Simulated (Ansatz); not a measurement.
Al$_{2}$Cu:
Space group I4/mcm (No. 140); a = b = 5.936 Å, c = 4.781 Å, α = β = γ = 90.00°

```tsv
atom	site	symmetry	x	y	z
Al	8h	m.2m	0.1595	0.3405	0.0000
Cu	4a	422	0.0000	0.0000	0.2500
```
(The calculation used a cell of 6 atoms; values per cell refer to that cell.)

Relaxed at zero pressure with the program Ansatz at the LDA level (PAW).

Question: The volume is raised by 9 % and shape and atoms relax at that volume. What pressure results, and how do the axes share the change?

Answer: -8.2 GPa; a 2.8 %, b 2.8 %, c 3.2 %; the energy rises by 35 meV/atom.

Question: Give the new structure.

Answer: 
Space group I4/mcm (No. 140); a = b = 6.102 Å, c = 4.932 Å, α = β = γ = 90.00°

| atom | site | symmetry | x | y | z |
|---|---|---|---|---|---|
| Al | 8h | m.2m | 0.1607 | 0.3393 | 0.0000 |
| Cu | 4a | 422 | 0.0000 | 0.0000 | 0.2500 |

The phase is kept; no other phase was compared at this pressure.

Symmetry was held in the LDA relaxation; of distortions, only those at the zone centre were tested. No spin polarisation was allowed. Axis ratios of metals converge slowly with the k-mesh, so a and c are less sure than the volume.

Potentials: the later of the program's two PAW sets.
